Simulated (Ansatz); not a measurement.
Be: do energies and stresses tell the same story?

These are results of DFT PBEsol, scalar-relativistic, plane waves, PAW (Ansatz 0.2.0), not measurements.

Cutoff 420 eV; k points 24×24×12 on the computed 2-atom cell (Γ-centred); Gaussian smearing, width 0.10 eV; no spin polarisation.

Relaxed cell: P6_3/mmc, a = 2.257 Å, b = 2.257 Å, c = 3.553 Å, α = 90.00°, β = 90.00°, γ = 120.00°, 2 atoms in the primitive cell.

Energies at zero smearing and pressures from the stress tensor, at volumes with shape and atoms relaxed:
```tsv
V (Å³/atom)	E − E(first) (meV/atom)	P (GPa)
6.898	0.00	19.51
7.133	-24.21	13.62
7.368	-40.32	8.47
7.604	-49.36	3.95
7.839	-52.19	-0.01
8.074	-49.57	-3.49
8.309	-42.16	-6.55
8.623	-25.82	-10.06
```

Task: Check P = −dE/dV between neighbouring volumes, and get the bulk modulus from the pressures alone.

Result: With 1 eV/Å³ = 160.2 GPa:
```csv
middle V (Å³/atom),−ΔE/ΔV (GPa),mean P (GPa)
7.016,16.493,16.565
7.251,10.980,11.042
7.486,6.157,6.210
7.721,1.928,1.971
7.956,-1.784,-1.750
8.192,-5.047,-5.019
8.466,-8.350,-8.307
```

The two differ by 0.07 GPa at most. The mean of two end pressures misses the average over a step by about ΔV² P″/12, up to 0.07 GPa here; with that taken off 0.01 GPa remains. Around V = 7.839 Å³/atom, the two neighbours give B = −V ΔP/ΔV = 7.839 × 7.44 / 0.470 = 124.0 GPa, against B0 = 123.7 GPa from the Birch–Murnaghan fit of the energies.